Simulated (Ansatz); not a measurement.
Mg2FeH6: pressure against volume

Mg2FeH6, Fm-3m, a = 6.359 Å. The structure is a COD entry; whether it is the stable form wasn't checked. Ansatz: r2SCAN, PAW, 500 eV, Γ-centred 8×8×8 mesh on 9 atoms, Gaussian smearing 0.02 eV; no spin polarisation. Shape and atoms are relaxed at each volume; pressure is positive in compression.

| V (Å³/atom) | P (GPa) |
| --- | --- |
| 6.286 | 13.89 |
| 6.500 | 9.61 |
| 6.714 | 5.93 |
| 6.929 | ? |
| 7.143 | -0.01 |
| 7.357 | -2.39 |
| 7.572 | -4.45 |
| 7.857 | -6.78 |

**Question.** Take V0 = 7.143 Å³/atom, count pressures from its P0 = -0.01 GPa, fit the third-order Birch–Murnaghan form to the other rows, and predict the missing pressure.

**Answer.** With the Eulerian strain f = ½[(V0/V)^(2/3) − 1] and y = (P − P0)/[3f(1 + 2f)^(5/2)], the form is the line y = B0 + 1.5 B0 (B0′ − 4) f. Rows (f, y): 0.04447, 84.2; 0.03245, 84.4; 0.02108, 84.7; -0.00974, 85.6; -0.01907, 85.5; -0.03077, 86.0. Means f = 0.006403, y = 85.067; Σ(Δf)² = 0.004634, ΣΔfΔy = -0.1101; the slope is their ratio. y = 85.22 − 23.75 f GPa, so B0 = 85.2 GPa and B0′ = 4 + 2 × (-23.75)/(3 × 85.22) = 3.81. At V = 6.929, f = 0.01024, y = 84.98 and P = 2.74 GPa. The run gave 2.75 GPa, so the fit is 0.01 GPa too low, a small miss on the scale of the series.